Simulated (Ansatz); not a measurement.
Total density of states per atom from r²SCAN (plane waves, PAW; program Ansatz), in 0.25 eV bins, energy from the Fermi level:

```
E (eV) | states/eV/atom
    -7.85 | ##### 0.18
    -7.60 | ###### 0.22
    -7.35 | ##### 0.21
    -7.10 | ##### 0.21
    -6.85 | ####### 0.27
    -6.60 | ####### 0.28
    -6.35 | ####### 0.28
    -6.10 | ###### 0.22
    -5.85 | ##### 0.20
    -5.60 | ##### 0.21
    -5.35 | ###### 0.24
    -5.10 | ######## 0.32
    -4.85 | ########## 0.37
    -4.60 | ######### 0.34
    -4.35 | ######## 0.31
    -4.10 | ####### 0.29
    -3.85 | ####### 0.28
    -3.60 | ###### 0.24
    -3.35 | ###### 0.24
    -3.10 | ######## 0.30
    -2.85 | ############ 0.45
    -2.60 | ########### 0.42
    -2.35 | ########### 0.41
    -2.10 | ########### 0.44
    -1.85 | ############## 0.55
    -1.60 | ################ 0.63
    -1.35 | ###################### 0.85
    -1.10 | ##################### 0.83
    -0.85 | ################ 0.62
    -0.60 | ################ 0.63
    -0.35 | ############### 0.57
    -0.10 | ######### 0.36
     0.15 | ####### 0.29
     0.40 | ####### 0.26
     0.65 | ###### 0.23
     0.90 | ##### 0.20
     1.15 | ############# 0.51
     1.40 | ################### 0.76
     1.65 | ################# 0.64
     1.90 | ################### 0.75
     2.15 | ############################ 1.07
     2.40 | ############################## 1.17
     2.65 | ################### 0.75
     2.90 | ############### 0.60
     3.15 | #################### 0.78
     3.40 | #################### 0.79
     3.65 | ############# 0.52
     3.90 | ############## 0.53
     4.15 | ############# 0.52
     4.40 | ############## 0.54
     4.65 | ################# 0.65
```

Task: Pick the material that matches.
A) InF3, R-3c (In on 6b, F on 18e)
B) ZrIn3, I4/mmm (Zr on 2a, In on 4d, In on 2b)
C) InSe, P6_3/mmc (In on 4f, Se on 4f)
D) In3Co, P4_2/mnm (In on 4c, In on 8j, Co on 4f)

Result: B, ZrIn3, I4/mmm (Zr on 2a, In on 4d, In on 2b). Within 0.5 eV of the Fermi level: Zr 4d 64 %, In 5p 30 %. Projections are on Löwdin-orthogonalised atomic valence shells; empty p or d shells of many metals are not among them.

The first step of the workflow began from a Materials Project structure, measured or hypothetical; the Crystallography Open Database copy checked does not list it. With Zr and In taken as one species the cell has the higher symmetry I4/mmm, so it may be an ordered model of a mixed-site phase. Its standing as an ambient phase is unchecked. Symmetry was held in the r²SCAN relaxation; whether a distortion lowers the energy is not shown. No spin polarisation was allowed. Scalar-relativistic: spin–orbit coupling is off unless named, which matters more the heavier the elements.

Potentials: the earlier of the program's two PAW sets.
